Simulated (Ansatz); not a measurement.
The start is a generated cell, Ru built in the AFLOW prototype A_hR1_166_a (A_i). A full variable-cell relaxation at zero pressure is run with PBE (plane waves to 420 eV, PAW, scalar-relativistic; Ansatz, a program for electronic structure). The first steps use a coarse 14×14×14 k-mesh.

Initial structure:
```
Ru
1.0
    1.82097     1.05134     1.17530
   -1.82097     1.05134     1.17530
    0.00000    -2.10268     1.17530
Ru
1
Cartesian
  0.00000   0.00000   0.00000
```

| Property | Value |
|---|---|
| Initial pressure | +47.4 GPa (positive: the cell is compressed) |
| Outcome | The space group goes from R-3m (No. 166) to Pm-3m (No. 221); the end is simple cubic type, with 1 atom in the primitive cell |
| Energy released | 0.31 eV/atom |
| Volume change | +17.3 %, from 13.50 to 15.84 Å³/atom |
| Shortest distances (start → end) | The closest pairs of elements (up to four, under 3.6 Å), start → end: Ru–Ru 2.41 → 2.51 Å |
| Optimiser moves | 14 |

Final values are on a 18×18×18 k-mesh of the relaxed cell. No spin polarisation in the result.

The run could not lose the symmetry of its start, so the end can be a saddle point.

The relaxed structure here is a generated cell of Ru: the first start was made by placing the elements on the sites of a structure type, and the end was not matched to a known phase here, so it may be hypothetical. Known forms of Ru include space group No. 194.
